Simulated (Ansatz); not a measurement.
**Os, one cell by several methods**

```
Os
1.0
     2.77600    0.00000    0.00000
    -1.38800    2.40409    0.00000
     0.00000    0.00000    4.38394
Os
2
Direct
  0.33333 0.66667 0.25000
  0.66667 0.33333 0.75000
```

Atoms are numbered in the order listed.

The structure comes from a relaxation in the same program, started in the hcp type. Whether it is a known phase or the ground state wasn't checked. The listed cell was then made from it by scaling, straining or moving an atom.

Spin–orbit coupling is left out, though it moves levels of the heavy atoms by tenths of an eV or more.

Levels of theory: DFT, PBE, PAW with Ansatz's default frozen-core files, scalar-relativistic (Ansatz 0.2.0); DFT, PBE, all-electron LAPW, scalar-relativistic (Ansatz 0.2.0).

For PAW: a Γ-centred 16×16×9 k mesh, Fermi–Dirac smearing of 0.03 eV, cutoff 420 eV, no spin polarisation. LAPW targets a basis error of 0.25 meV/atom. The Ansatz runs share mesh, smearing and spin set-up. Plane-wave (PAW) pressures include the program's estimate of the Pulay term.

Stress and pressure are positive in compression.

The change that made this cell: volume scaled by 1.025.

| quantity | PAW | LAPW |
| --- | --- | --- |
| pressure (GPa) | -9.26 | -9.25 |
| stress xx (GPa) | -9.05 | -9.03 |
| stress zz (GPa) | -9.69 | -9.68 |
